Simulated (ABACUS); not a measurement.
Worked example: self-consistent single point of Nb (P-1, 7 atoms in the cell; from Materials Project mp-1104341) in ABACUS.

Method: ABACUS with PBEsol, numerical atomic orbitals DZP (confined pseudo-atomic orbitals; energy shift 0.01 Ry), PseudoDojo 0.4 standard norm-conserving PBEsol (tails mended) pseudopotentials.

```
Nb
1.0
    2.78114     0.00000     0.00000
    0.16093     4.66923     0.00000
    0.75937     1.89776     9.74095
Nb
7
Direct
  0.64750   0.21778   0.57125
  0.35250   0.78222   0.42875
  0.93924   0.65044   0.71360
  0.06076   0.34956   0.28640
  0.22321   0.07763   0.85667
  0.77679   0.92237   0.14333
  0.50000   0.50000   0.00000
```

Reference input (self-consistent single point, DFT, PBEsol, numerical atomic orbitals DZP (confined pseudo-atomic orbitals; energy shift 0.01 Ry), PseudoDojo 0.4 standard norm-conserving PBEsol (tails mended) pseudopotentials): basis = DZP numerical atomic orbitals, energy shift 0.01 Ry; KPT = Gamma 7 5 2 0 0 0; basis_type = lcao; dft_functional = PBESOL; ecutwfc = 100 Ry; smearing_method = mv; smearing_sigma = 0.00734986 Ry; potentials = PseudoDojo 0.4 standard norm-conserving PBEsol (tails mended); symmetry = 1; symmetry_prec = 1e-05; ks_solver = scalapack_gvx; scf_nmax = 100. This run's input differs from it in these lines:

```diff
@@ -14,3 +14,3 @@
 scf_nmax             100
-scf_thr              1.0e-07
+scf_thr              1.0e-04
 mixing_type          pulay
```

Log, with long lists cut:

```
 SELF-CONSISTENT
 -------------------------------------------

                  longest orb rcut (Bohr) = 8
   longest nonlocal projector rcut (Bohr) = 1.54
                     search radius (Bohr) = 19.1

                          real space grid = [ 36, 60, 120 ]
                                 init_chg = atomic

 LCAO ALGORITHM --------------- ION=   1  ELEC=   1--------------------------------

 Density error is 0.0860974807377
 E_KohnSham     -871.0070246047      -11850.6585326499
 E_Fermi        1.3562875216         18.4532384200

 LCAO ALGORITHM --------------- ION=   1  ELEC=   2--------------------------------

   [... lines left out ...]

   [... 6 blocks of this kind left out ...]

 LCAO ALGORITHM --------------- ION=   1  ELEC=   9--------------------------------

 Density error is 0.000413659197827
 E_KohnSham     -871.1459922272      -11852.5492841536
 E_Fermi        1.3101170785         17.8250573151

 LCAO ALGORITHM --------------- ION=   1  ELEC=  10--------------------------------

 Density error is 6.18116980763e-05
 E_KohnSham     -871.1459968752      -11852.5493473928
 E_KS(sigma->0) -871.1461632368      -11852.5516108588
 E_entropy(-TS) 0.0003327232         0.0045269320
 E_Fermi        1.3101187282         17.8250797603
 charge density convergence is achieved
 final etot is -11852.549347 eV
 EFERMI = 17.82507976 eV

 STATE ENERGY(eV) AND OCCUPATIONS    NSPIN == 1
   [... 53 lines left out ...]

 TOTAL-FORCE (eV/Angstrom)
                       Nb1        -0.0220676016        -0.0206911096         0.0940061612
                       Nb2         0.0220676016         0.0206911096        -0.0940061612
                       Nb3        -0.0641712137        -0.0446611479         0.1981893760
                       Nb4         0.0641712137         0.0446611479        -0.1981893760
                       Nb5        -0.0551854262        -0.0548145277         0.0571687941
                       Nb6         0.0551854262         0.0548145277        -0.0571687941
                       Nb7         0.0000000000         0.0000000000         0.0000000000

 TOTAL-STRESS (KBAR)
       -65.2916316768       -33.9649250935         0.1624646329
       -33.9649250935       -65.4163759374        26.6810623623
         0.1624646329        26.6810623623       -78.9954256528
 TOTAL-PRESSURE: -69.901144 KBAR

 --------------------------------------------
 !FINAL_ETOT_IS -11852.5493473928163439 eV
 --------------------------------------------
```

The run converged in 10 iterations. Against the reference run the free energy hardly moves (within 1 meV/atom), the pressure stays at -6.99 GPa and the largest force goes from under 0.1 to 0.21 eV/Å.

The atom-centred basis is finite, which shifts total energies, pressures and forces against plane waves. This run is one point of a test of settings, so its values need not be converged; read them against the reference run alone. The structure comes from a collection of computed structures, made at another level of theory; the collection holds predicted forms beside known ones. No clean gap shows at this smearing width and mesh (spacing up to 0.32 Å⁻¹); the mesh is coarse for partly filled bands, so the values carry mesh errors.

Cost on one core: about 70 core-seconds (a rough figure).

The atomic orbitals were generated for these runs; they are not ABACUS's published sets and were checked against plane waves on a few crystals only.

“Tails mended”: in these copies of the files the far tail of each local potential was reset to the Coulomb form.
